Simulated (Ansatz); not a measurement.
Trial structure of BiSbTe2S, not yet relaxed:

Space group P4/mmm (No. 123). a = 5.254 Å, b = 5.254 Å, c = 5.418 Å, α = 90.00°, β = 90.00°, γ = 90.00°
```csv
atom,site,symmetry,x,y,z
Sb,1d,4/mmm,0.5000,0.5000,0.5000
Bi,1a,4/mmm,0.0000,0.0000,0.0000
Te,2e,mmm.,0.5000,0.0000,0.5000
S,1c,4/mmm,0.5000,0.5000,0.0000
```

All numbers below come from DFT PBE, scalar-relativistic, plane waves, PAW in Ansatz 0.2.0. Settings: cutoff 420 eV, Γ-centred mesh 4×4×4 on the computed 5-atom cell, Gaussian smearing of 0.10 eV; no spin polarisation.

Energies over the elements count from the elements' standard structures at the same level, with no fitted energy shifts.

**Question.** Estimate its pressure, forces and energy as it stands.

**Answer.** The pressure is 6.6 GPa (the mean over three directions, positive in compression), the largest force is 0.00 eV/Å (symmetry fixes the atoms), and the energy is +0.68 eV/atom against the elements. The shortest distance is 2.63 Å.

**Question.** How much does it gain on relaxing, and where does it end?

**Answer.** Relaxing gains about 0.32 eV/atom (the start's value is from the coarse mesh, so the gain is rough) in 14 ionic steps and ends at +0.35 eV/atom on the finer mesh. The symmetry stays P4/mmm (No. 123). The volume per atom grows by 9.7 %, from 29.9 to 32.8 Å³. The shortest distance goes from 2.63 Å (Sb–Te) to 2.43 Å (Sb–S). The ratio c/a of the conventional cell changes by a factor of 0.81. Conventional cell: a = 5.804 Å, c = 4.868 Å. Sb has 2 S at 2.43 Å and 4 Te at 2.90 Å; Bi has 8 Te at 3.79 Å and 4 S at 4.10 Å; around Te lie 2 Sb at 2.90 Å, 4 Bi at 3.79 Å and 4 S at 3.79 Å; S is surrounded by 2 Sb at 2.43 Å, 8 Te at 3.79 Å and 4 Bi at 4.10 Å.

The last run used an 8×8×8 mesh for its 5-atom cell and Gaussian smearing of 0.10 eV. These runs have no spin–orbit coupling, which can matter for Bi, Sb and Te. The reference forms of S and Te are held partly by dispersion forces, which this level lacks. The relaxation can't lower the symmetry of the start. A structure relaxed within its symmetry needn't be a true minimum. Another cell of BiSbTe2S relaxed alike, in P3m1, lies 286 meV/atom lower, so this cell isn't the stable form at this level.
